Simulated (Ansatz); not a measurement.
# A free-standing layer: CdH (FeSe-type layer)

A guessed layer is relaxed in its plane on PAW files, symmetry kept. The start:

```yaml
crystal:
  lattice:
    - [2.76500, 0.00000, 0.00000]
    - [0.00000, 2.76500, 0.00000]
    - [0.00000, 0.00000, 22.00000]
  atoms:
    - { symbol: Cd, position: [0.00000, 0.00000, 0.50000] }
    - { symbol: Cd, position: [0.50000, 0.50000, 0.50000] }
    - { symbol: H, position: [0.00000, 0.50000, 0.54773] }
    - { symbol: H, position: [0.50000, 0.00000, 0.45227] }
```

Level of theory: DFT with LDA, scalar-relativistic, in Ansatz 0.2.0; a Γ-centred 7×7×1 k mesh, Fermi–Dirac smearing of 0.05 eV, no spin polarisation. LAPW: all electrons, basis error target 1 meV/atom; PAW: frozen-core files, cutoff 420 eV.

The relaxation takes a 11×11×1 mesh and no images along the normal. Single points take 16 Å of vacuum and a dipole correction. Whether the layer is stable against distortions or other structures wasn't tested.

The PAW files were made under PBE.

Task: What geometry does it relax to?

Result: a = 4.160 Å, 1.178 Å between the outer atoms, shortest distance 2.162 Å. The cell:
```
Cd H
1.0
     4.15981    0.00000    0.00000
     0.00000    4.15981    0.00000
     0.00000    0.00000   17.17800
Cd H
2 2
Direct
  0.00000 0.00000 0.50000
  0.50000 0.50000 0.50000
  0.00000 0.50000 0.53429
  0.50000 0.00000 0.46571
```

Task: What are its gap and its levels against the vacuum?

Result: LAPW: no gap, work function 4.01 eV. PAW: no gap, work function 4.01 eV.

Task: How does its energy compare with the elements (Cd hcp, H H2 gas)?

Result: It lies at +0.692 eV/atom by LAPW and +0.692 eV/atom by PAW.

Task: A field of 0.2 V/Å is applied along the normal, atoms held. What follows?

Result: LAPW finds an induced dipole of 0.0657 e·Å a cell (PAW 0.0656), that is 3.44 Å for 4πα over the area, against 1.18 Å between the outer atoms; the gap is zero (PAW zero).

Task: Both vectors of the plane are scaled by 1.03, heights and fractions held. What does LAPW give?

Result: The energy rises by 8.2 meV/atom, the mean stress in the plane is -1.1 N/m (positive in compression), and the sheet is: no gap, work function 3.99 eV. Read as harmonic, ΔE/(A·ε²) = C11 + C12 ≈ 34 N/m with the atoms clamped, a rough figure, since a strain of this size isn't harmonic.
